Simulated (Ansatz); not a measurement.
## Stationary points along a deformation path in Ge

The calculation used Ansatz, DFT PBEsol, scalar-relativistic, plane waves, PAW. Cutoff 420 eV, Γ-centred 22×22×22 k-points, Gaussian smearing of 0.15 eV. No spin polarisation. Energies are free energies at this smearing, counted from the undisturbed cell; pressure is positive in compression.

Zero of the scan (as given, not relaxed at this level; it stands at -0.7 GPa; this form isn't the usual structure):

```
Ge
1.0
    -2.57449    2.57449    1.39741
     2.57449   -2.57449    1.39741
     2.57449    2.57449   -1.39741
Ge
2
Direct
  0.25000 0.75000 0.50000
  0.50000 0.50000 0.00000
```

At fixed volume and fractional coordinates, lengths along (0.000, 0.000, 1.000) are scaled against those across it; ρ is that ratio over its starting value. V = 18.524 Å³/atom. Δσ is the stress along the axis less the mean stress across it (compression positive).

| ρ | ΔE (meV/atom) | Δσ (GPa) | space group |
| --- | --- | --- | --- |
| 0.800 | 228.1 | 30.09 | I4_1/amd |
| 0.850 | 115.8 | 19.30 | I4_1/amd |
| 0.920 | 29.6 | 8.83 | I4_1/amd |
| 0.960 | 8.2 | 4.55 | I4_1/amd |
| 1.000 | 0.0 | 0.73 | I4_1/amd |
| 1.050 | 3.6 | -2.25 | I4_1/amd |
| 1.100 | 16.3 | -4.85 | I4_1/amd |
| 1.200 | 60.1 | -7.79 | I4_1/amd |
| 1.300 | 113.7 | -8.77 | I4_1/amd |

Task: How does the stress give the slope of the energy, and where is the energy stationary?

Result: Along the path d ln(length) is 2/3 d ln ρ on the axis and −1/3 d ln ρ across it, so dE/d ln ρ = −(2/3) V Δσ: the energy falls with ρ where Δσ is positive. Δσ vanishes or changes sign between ρ = 1.000 and 1.050, a minimum (near 1.01 by linear interpolation). Pairs of stationary points between two samples would go unseen, and could change a minimum read from distant neighbours into a maximum.

Task: Integrate that slope from ρ = 1 to 1.200 by the trapezoid rule.

Result: With V/N in Å³ and 1 eV/Å³ = 160.2 GPa the slopes at ρ = 1.000, 1.050, 1.100, 1.200 are -57, 173, 374, 601 meV/atom per unit of ln ρ. The steps add 2.9 + 12.7 + 42.4 = 58.0 meV/atom, against 60.1 from the energies; the trapezoid rule misses the curvature of the slope within each step.

In a metal these slopes depend on the k mesh and the smearing.